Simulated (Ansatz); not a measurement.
Y5Ge3:
```xyz
16
Lattice="8.4216 0.0000 0.0000 -4.2108 7.2934 0.0000 0.0000 0.0000 6.3336" Properties=species:S:1:pos:R:3 pbc="T T T"
Y     -3.1895     5.5244     4.7502
Y     -1.0213     1.7690     1.5834
Y      2.0427     0.0000     1.5834
Y      6.3790     0.0000     4.7502
Y      1.0213     1.7690     4.7502
Y      3.1895     5.5244     1.5834
Y      0.0000     4.8622     3.1668
Y      4.2108     2.4311     3.1668
Y      4.2108     2.4311     0.0000
Y      0.0000     4.8622     0.0000
Ge     3.3193     0.0000     4.7502
Ge     5.1024     0.0000     1.5834
Ge     1.6596     2.8746     1.5834
Ge     2.5512     4.4188     4.7502
Ge    -1.6596     2.8746     4.7502
Ge    -2.5512     4.4188     1.5834
```

Relaxed with PBEsol. Special points in fractions of this cell's reciprocal vectors: Γ (0.000, 0.000, 0.000); M (0.500, 0.000, 0.000); K (0.333, 0.333, 0.000); A (0.000, 0.000, 0.500); L (0.500, 0.000, 0.500); H (0.333, 0.333, 0.500).

Problem. List the band energies nearest the Fermi level at these points for PBEsol in the plane-wave PAW code Ansatz.

Solution. In eV from the Fermi level; about four levels below and three above (degenerate sets whole), none deeper than 8.9 eV; points with the same levels are listed once.

```
k                    below                above
-  -----------------------  -------------------
Γ  -0.38 -0.26 -0.26 -0.25       0.37 0.37 0.55
M  -0.74 -0.63 -0.30 -0.28       0.25 0.37 0.43
K  -0.35 -0.30 -0.30 -0.22       0.40 0.55 0.55
A  -0.01 -0.01 -0.01 -0.01  1.17 1.17 1.29 1.29
L  -0.94 -0.94 -0.23 -0.23  0.26 0.26 0.50 0.50
H  -0.93 -0.93 -0.17 -0.17  0.29 0.29 0.29 0.29
```

Space group P6_3/mcm. The first step of the workflow began from a Materials Project structure, measured or hypothetical; the Crystallography Open Database copy checked does not list it. Its standing as an ambient phase is unchecked. The cell was relaxed with PBEsol under the symmetry of its start; whether a distortion lowers the energy is not shown. No spin polarisation was allowed. Spin–orbit coupling is left out wherever it is not named.

Potentials: the later of the program's two PAW sets.
